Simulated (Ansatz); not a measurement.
A relaxed cell of TiAl3Ni2 is given with its symmetry left out. The cell was found from a structure generator's guess, not taken from experiment.

Theory: DFT PBE, scalar-relativistic, plane waves, PAW (Ansatz). Cutoff 420 eV, Γ-centred mesh, Gaussian smearing, no spin polarisation.

```
Ti Al Ni
1.0
     4.18269    0.00000    0.00000
    -2.09134    3.62231    0.00000
     0.00000    0.00000    5.42998
Ti Al Ni
1 3 2
Direct
  0.00000 0.00000 0.50000
  0.33333 0.66667 0.25370
  0.66667 0.33333 0.74630
  0.00000 0.00000 0.00000
  0.33333 0.66667 0.75328
  0.66667 0.33333 0.24672
```

Energies over the elements count from the elements' standard structures at the same level, with no fitted energy shifts.

Question: Find its symmetry and describe it.

Answer: P-3m1 (No. 164). Conventional cell: a = 4.183 Å, c = 5.430 Å. Around Ti lie 8 Al at 2.71–2.76 Å and 6 Ni at 2.78 Å; Al on a site of symmetry 3m has 3 Ni at 2.42 Å, 2 Ni at 2.71–2.72 Å, 3 Ti at 2.76 Å and 3 Al at 2.78 Å; Al on a site of symmetry -3m has 2 Ti at 2.71 Å, 6 Ni at 2.76 Å and 6 Al at 2.78 Å; around Ni lie 3 Al at 2.42 Å, 5 Al at 2.71–2.76 Å and 3 Ti at 2.78 Å.

Question: What is its formation energy per atom?

Answer: −0.51 eV/atom.

Question: Is it a metal?

Answer: Yes, bands cross the Fermi level on the 12×12×8 mesh.

The last run used a 12×12×8 mesh (in the run's order of axes) for its 6-atom cell and Gaussian smearing of 0.10 eV. Trial moments died out on the coarse mesh, so the last step has no spin; another magnetic start might hold. A structure relaxed within its symmetry needn't be a true minimum. Another cell of TiAl3Ni2 relaxed alike, in P4/mmm, lies 70 meV/atom lower, so this cell isn't the stable form at this level.
